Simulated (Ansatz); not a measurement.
Values for one crystal, relaxed and computed with PBE (plane waves, PAW; program Ansatz); other levels are named.

Volume per atom: 37.50 Å³
Electronic character: metallic (no gap)
Formation energy from the elements (no fitted shifts): -0.86 eV/atom
Bulk modulus (Birch–Murnaghan fit): 34.8 GPa
Pressure derivative B′: 4.3
Density of states at the Fermi level: 0.47 states/eV per atom (mean over ±0.08 eV)

Pick the material that matches.
A) Ba2BiSb2, Immm (Bi on 2a, Ba on 4j, Sb on 4h)
B) W2C, P4/nmm (W on 2a, W on 2c, C on 2c)
C) BiB, rock salt
D) Ge2Pd, Fddd (Ge on 16f, Pd on 8a)

A, Ba2BiSb2, Immm (Bi on 2a, Ba on 4j, Sb on 4h)

The workflow started from an entry of the Crystallography Open Database (COD, 293 K). Whether it is the stable phase at ambient conditions was not checked. Symmetry was held in the PBE relaxation; its stability against distortions is not shown here. The references are the lowest solids computed at this level, not always the standard phases. Spin–orbit coupling is left out wherever it is not named.

Potentials: the later of the program's two PAW sets.
